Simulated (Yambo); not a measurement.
G0W0@PBE for BeTe (zinc blende, space group F-43m, No. 216) in Yambo. Reference settings: 4×4×4 Γ-centred k mesh, bands 6 to 200 and a 15 Ry block in the screening, 200 bands in G with the Bruneval-Gonze terminator, plasmon pole fitted at 27.2 eV. The PBE gap Γ → X on this mesh is 1.96 eV; G0W0 gaps are taken between the same points.

With and without the terminator, as bands are cut:

| bands in G (in W) | gap, terminator (eV) | gap, none (eV) | valence shift, terminator (eV) | valence shift, none (eV) |
|---|---|---|---|---|
| 67 (200) | 2.847 | 2.660 | -0.887 | -0.533 |
| 125 (200) | 2.835 | 2.758 | -0.876 | -0.740 |
| 200 (200) | 2.831 | 2.799 | -0.869 | -0.815 |

Over this range the gap spans 0.016 eV with the terminator and 0.139 eV without, the valence shift 0.018 eV and 0.282 eV. Neither column has reached its limit for certain.

Spin-orbit coupling is not included.

Geometry relaxed with PBEsol; primitive cell a = 3.9646 Å, b = 3.9646 Å, c = 3.9646 Å, α = 60.00°, β = 60.00°, γ = 60.00°.

A shift is the quasiparticle energy of the state minus its PBE energy.

The potentials are those of PseudoDojo's stringent table.
